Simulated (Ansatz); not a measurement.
According to plane-wave PAW PBE (Ansatz code), Si3Ge in the tetragonal phase (P-4m2; Si on 2g, Si on 1a, Ge on 1c) relaxes to a = 3.914 Å, c = 5.527 Å. Si on 2g has 4 nearest neighbours from 2.38 Å (tetrahedral); Si on 1a has 4 nearest neighbours from 2.38 Å (tetrahedral); Ge has 4 nearest neighbours from 2.41 Å (tetrahedral). Against the elements it lies at 0.016 eV/atom, with no fitted shifts.

The Kohn–Sham gap is 0.39 eV (indirect). The valence maximum lies at Γ and the conduction minimum at M. Gap from PBE with spin–orbit coupling: 0.35 eV. The electron mass is 0.19, 0.41, 0.41 mₑ (principal values).

An equation-of-state fit gives a bulk modulus of 813 kbar.

The start of the workflow was typed in or built on a structure type; neither database checked (COD, Materials Project) lists it. Its standing as an ambient phase is unchecked. Symmetry was held in the PBE relaxation; its stability against distortions is not shown here. The references are the lowest solids computed at this level, not always the standard phases. Spin–orbit coupling is left out wherever it is not named.

Potentials: the later of the program's two PAW sets.
